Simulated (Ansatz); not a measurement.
Os:
```xyz
2
Lattice="2.7378 0.0000 0.0000 -1.3689 2.3710 0.0000 0.0000 0.0000 4.3177" Properties=species:S:1:pos:R:3 pbc="T T T"
Os     0.0000     1.5807     3.2383
Os     1.3689     0.7903     1.0794
```

Relaxed with r²SCAN. Special points in fractions of this cell's reciprocal vectors: Γ (0.000, 0.000, 0.000); M (0.500, 0.000, 0.000); K (0.333, 0.333, 0.000); A (0.000, 0.000, 0.500); L (0.500, 0.000, 0.500); H (0.333, 0.333, 0.500).

Problem. List the band energies nearest the Fermi level at these points for plane-wave PAW r²SCAN (Ansatz code).

Solution. In eV from the Fermi level; about four levels below and three above (degenerate sets whole), none deeper than 8.9 eV; … stands for higher levels left out; points with the same levels are listed once.

| k | below | above |
|---|---|---|
| Γ | -2.36 -2.36 -1.72 -1.72 -0.06 | … |
| M | -3.77 -3.12 -2.76 -1.99 | 2.05 2.63 2.77 |
| K | -4.89 -3.66 -3.66 -1.46 | 1.51 1.51 2.10 |
| A | -3.44 -3.44 -3.44 -3.44 | … |
| L | -1.34 -1.34 -0.27 -0.27 | 2.40 2.40 … |
| H | -3.67 -3.67 -1.49 -1.49 | 1.64 1.64 … |

Space group P6_3/mmc (hcp (Mg type)). The cell was relaxed with r²SCAN under the symmetry of its start. No spin polarisation was allowed. Scalar-relativistic: spin–orbit coupling is off unless named, which matters more the heavier the elements.

Potentials: the later of the program's two PAW sets.
